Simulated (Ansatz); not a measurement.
With DFT-r²SCAN in the program Ansatz with PAW potentials, SiGe in the tetragonal phase (I-4m2; Pearson symbol tI20) relaxes to a = 3.925 Å, c = 27.773 Å. Si on 4e has 4 nearest neighbours from 2.37 Å (tetrahedral); Si on 4f has 4 nearest neighbours from 2.37 Å (tetrahedral); Si on 2b has 4 nearest neighbours from 2.38 Å (tetrahedral); Ge on 4f has 4 nearest neighbours from 2.40 Å (tetrahedral). Against the elements it lies at 0.008 eV/atom, with no fitted shifts.

It is gapped at this level: 0.53 eV (direct). The valence maximum lies at Γ and the conduction minimum at Γ. Electrons at the band edge weigh 0.19, 0.19, 1.7 mₑ (principal values).

The bulk modulus is 84.2 GPa. Bader charges are Si -0.01 to +0.17, Ge -0.19 to 0.00 e.

The start of the workflow was typed in or built on a structure type; neither database checked (COD, Materials Project) lists it. Its standing as an ambient phase is unchecked. The cell was relaxed with r²SCAN under the symmetry of its start; whether a distortion lowers the energy is not shown. The references are the lowest solids computed at this level, not always the standard phases. Spin–orbit coupling is left out wherever it is not named.

Potentials: the earlier of the program's two PAW sets.
